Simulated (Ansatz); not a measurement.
Run on Tl: DFT, PBE, norm-conserving pseudopotentials, Ansatz's default files, scalar-relativistic (Ansatz 0.2.0).

The cell comes from a relaxation on PAW files under the same functional, begun from a database entry that needn't be the ground state.

Command: `ansatz run input.yaml --threads 1 --pin off --max-ram 3072MiB --backend cpu --events-out ev --progress --plain --runs-dir out` It took 28 s on 1 thread of Arm Neoverse V2, with other jobs on the host, peak memory 0.51 GiB.

```yaml
crystal:
  lattice:
    - [3.5780489899, 0.0, 0.0]
    - [-1.789024495, 3.0986813212, 0.0]
    - [0.0, 0.0, 5.6728764823]
  atoms:
    - { symbol: Tl, position: [0.3333333333, 0.6666666667, 0.25] }
    - { symbol: Tl, position: [0.6666666667, 0.3333333333, 0.75] }
kpoints:
  mp_grid: { grid: [17, 17, 9] }
scf:
  occupations: { method: fermi_dirac, width: 0.05 }
hamiltonian:
  xc: pbe
  pseudopotentials: { kind: nc }
output:
  forces: true
  stress: true
  eigenvalues: true
```

Output:

```
Engine: ansatz 0.2.0
Pseudopotentials: kind: nc
Pseudopotential: Tl, nc, valence charge 13, recommended cutoff 820 eV (normal), Tl.nc.azcp
Functional definition: PBE
  parameter kappa = 0.804
  parameter beta = 0.06672455060314922
  exchange = pbe_x(kappa = kappa, mu = beta*pi^2/3)
  correlation = pbe_c(beta = beta)
Crystal: 2 atoms, lattice volume = 62.897 Å³
Basis set: ecut = 820 eV, 3417 PW (Γ), exchange–correlation on 72×72×108 points (8 copies of the dense FFT grid, shifted against one another)
Bands: 17, of which v1, the nominal top of the filled ones, is band 13 counted from 1 (12 counted from 0)
Symmetry: 24 space group operations
Space group: P63/mmc (ITA 194), of the structure as read, at distance tolerance 4.0e-5 Å
k-points: 165 of 2601
Non-local potential: Tl, projectors of the file, l = 0: 3, l = 1: 3, l = 2: 2, l = 3: 1
Initial density: superposition of atomic densities (chi_scale 0.1, normalization cell)
Initial wavefunctions: pseudopotential atomic-orbital guess
Functional: x = pbe(κ = 0.804, μ = 0.2195149727645171), c = pbe(β = 0.06672455060314922)
SCF iter   1: F=—  HF=-3990.633253 eV  |F-HF|=—  |Δ(HF+E_count)|=         —  Δρ=1.11e-2  dr2=1.21e-1  ethr=3.10e-3  ⟨swp⟩=14.5  Hψ=28413  notcnv=0
preconditioner: auto → Kerker (q_TF=auto, 2.355 Å⁻¹)  [metal: Δε(μ)=0.032 eV  Ē_g=13.139 eV  σ=0.050 eV  W_gap=0.15  n_scr=22 (ndim 8)  ℏωp=23.9 eV  f_vac=0.000  D(μ)=0.93/eV (n_scr^D=2)]
SCF iter   2: F=—  HF=-3990.600723 eV  |F-HF|=—  |Δ(HF+E_count)|=   3.25e-2  Δρ=6.26e-3  dr2=3.95e-2  ethr=4.65e-4  ⟨swp⟩=6.0  Hψ=9676  notcnv=0  defer=12
SCF iter   3: F=—  HF=-3990.589322 eV  |F-HF|=—  |Δ(HF+E_count)|=   1.14e-2  Δρ=1.80e-3  dr2=1.28e-3  ethr=1.52e-4  ⟨swp⟩=4.7  Hψ=7854  notcnv=0  defer=11
SCF iter   4: F=—  HF=-3990.589498 eV  |F-HF|=—  |Δ(HF+E_count)|=   1.76e-4  Δρ=6.30e-4  dr2=2.47e-4  ethr=4.94e-6  ⟨swp⟩=4.2  Hψ=9101  notcnv=0  defer=11
SCF iter   5: F=—  HF=-3990.589419 eV  |F-HF|=—  |Δ(HF+E_count)|=   7.93e-5  Δρ=1.33e-4  dr2=1.04e-5  ethr=9.48e-7  ⟨swp⟩=3.1  Hψ=7116  notcnv=0  defer=11
SCF iter   6: F=—  HF=-3990.589427 eV  |F-HF|=—  |Δ(HF+E_count)|=   8.22e-6  Δρ=2.36e-5  dr2=3.59e-7  ethr=4.01e-8  ⟨swp⟩=3.8  Hψ=8091  notcnv=0  defer=11
SCF iter   7: F=-3990.589427 eV  HF=-3990.589427 eV  |F-HF|=3.27e-9  |Δ(HF+E_count)|=   1.22e-7  Δρ=2.79e-6  dr2=5.91e-9  ethr=3.85e-10  ⟨swp⟩=17.0  Hψ=26091  notcnv=0
SCF 1 converged in 7 iterations: F = -3990.589427 eV  dr2 = 5.91e-9
SCF converged after 7 iterations
Free energy (F): -3990.589427 eV
Harris-Foulkes:  -3990.589427 eV  (|F-HF|=3.27e-9)
Internal energy: -3990.581653 eV  (E = F + TS)
E sigma→0 (E₀):  -3990.585540 eV
Entropy (-TS):   -0.007774 eV (-3.887 meV/atom)
Fermi energy:    9.474678 eV
--- Per-component energies (eV) ---
  E_band       = -6.218162
  E_kinetic    = 1755.396564
  E_local      = -1985.026807  (includes V_loc(G=0)·N_el)
  E_nonlocal   = -390.593736
  E_hartree    = 600.082827
  E_xc         = -1744.031608
  E_vxc        = -586.160574  (∫ρ·V_xc dr)
  E_ewald      = -2226.408893
  E_smearing   = -0.007774  (= −TS)
  E_closure    = 0.000000  (closes the sum)
  Σ components = -3990.589427   (vs F -3990.589427, Δ=0.00e0)
--- Forces (eV/Å), atoms counted from 1 ---
  atom   1  Tl    -0.00000000     0.00000000     0.00000000
  atom   2  Tl     0.00000000    -0.00000000     0.00000000
  max |Σ_I F_I| component: 9.25e-18 eV/Å
--- Stress (GPa, compression-positive) ---
        0.025414       0.000000       0.000000
        0.000000       0.025414       0.000000
        0.000000       0.000000      -0.014360
  P = ⅓ Tr σ = 0.0122 GPa (0.122 kbar)
--- Band table (eV; the first three rows and the last of 165) ---
  k-point 0: bands = ["-2.1677", "-2.0078", "-1.9991", "-1.9991", "-1.9576", "-1.9576", "-1.9177", "-1.9177", "-1.6417", "-1.6417", "0.0297", "4.3828", "7.0210", "16.7358", "16.7358", "18.6383", "18.6383"]
  k-point 1: bands = ["-2.1611", "-2.0117", "-2.0117", "-2.0093", "-1.9636", "-1.9636", "-1.8955", "-1.8955", "-1.6452", "-1.6452", "0.0924", "3.9596", "7.5712", "16.7870", "16.7870", "18.5811", "18.5811"]
  k-point 2: bands = ["-2.1425", "-2.0291", "-2.0291", "-2.0157", "-1.9795", "-1.9795", "-1.8504", "-1.8504", "-1.6568", "-1.6568", "0.2828", "3.1627", "8.7485", "16.9370", "16.9370", "17.0993", "18.4117"]
  k-point 164: bands = ["-2.1305", "-2.1264", "-1.9909", "-1.9233", "-1.8784", "-1.8631", "-1.8148", "-1.8085", "-1.6368", "-1.6296", "5.1041", "5.2030", "8.5795", "8.7216", "9.6770", "10.2203", "16.3203"]
```

Spin–orbit coupling is left out, which matters for the heavy atoms. The norm-conserving files are those that the library serves for this functional.
